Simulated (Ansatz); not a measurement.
Computed properties of ZnPt3

ZnPt3:
```
CELL_PARAMETERS angstrom
      3.89449     0.00000     0.00000
      0.00000     3.89449     0.00000
      0.00000     0.00000     3.89449
ATOMIC_POSITIONS crystal
  Pt 0.00000 0.50000 0.50000
  Pt 0.50000 0.00000 0.50000
  Pt 0.50000 0.50000 0.00000
  Zn 0.00000 0.00000 0.00000
```

Space group Pm-3m (No. 221), Cu3Au type; conventional cell a = 3.8945 Å, b = 3.8945 Å, c = 3.8945 Å, α = 90.00°, β = 90.00°, γ = 90.00°.

Method: r²SCAN in the plane-wave PAW code Ansatz. Structure relaxed to zero pressure with the same functional. Other levels are named where they apply.

### Cell and energy

* **Volume per atom**: 14.77 Å³
* **Density**: 18.29 g/cm³
* **Formation energy from the elements (no fitted shifts)**: -0.37 eV/atom

### Electronic structure

- Electronic character = metallic (no gap)
- Density of states at the Fermi level = 0.98 states/eV per atom (mean over ±0.08 eV)
- Gap with spin–orbit coupling = none (metallic)

### Mechanics

- Bulk modulus (Birch–Murnaghan fit): 2350 kbar
- Pressure derivative B′: 5.4

### Charges

Bader charges: Pt -0.27, Zn +0.82 e

The workflow started from an entry of the Crystallography Open Database (COD). Whether it is the stable phase at ambient conditions was not checked. The r²SCAN relaxation kept the symmetry of its start; its stability against distortions is not shown here. The run is not spin-polarised. The references are the lowest solids computed at this level, not always the standard phases. Spin–orbit coupling is left out wherever it is not named.

Potentials: the later of the program's two PAW sets.
